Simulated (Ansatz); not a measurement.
TiP:
Space group Pm-3m (No. 221); a = 3.039 Å, b = 3.039 Å, c = 3.039 Å, α = 90.00°, β = 90.00°, γ = 90.00°

| atom | site | symmetry | x | y | z |
|---|---|---|---|---|---|
| Ti | 1a | m-3m | 0.0000 | 0.0000 | 0.0000 |
| P | 1b | m-3m | 0.5000 | 0.5000 | 0.5000 |

Relaxed with PBEsol.

Question: Decompose the optical modes at the zone centre into irreducible representations, and say which are infrared and Raman allowed.

Answer: Point group m-3m: Γ_opt = T1u. Infrared: T1u. Raman: none.

Question: Assign frequencies (DFPT, plane-wave PAW PBEsol (Ansatz code)).

Answer: T1u 220 cm⁻¹.

A made-up cell: these elements were put on the sites of a structure type; neither database checked (COD, Materials Project) lists it. COD files the formula under space group No. 194. Its standing as an ambient phase is unchecked. The cell was relaxed with PBEsol under the symmetry of its start. At this level the phase is mechanically unstable. The run is not spin-polarised. As this level gives no gap, phonon frequencies hold no LO–TO term and depend on the k-mesh and smearing (Fermi–Dirac, 0.1 eV here).

Potentials: the earlier of the program's two PAW sets. The files were generated under PBE; for other functionals the program regenerates the frozen cores, and for LDA and PBEsol the local potential too.
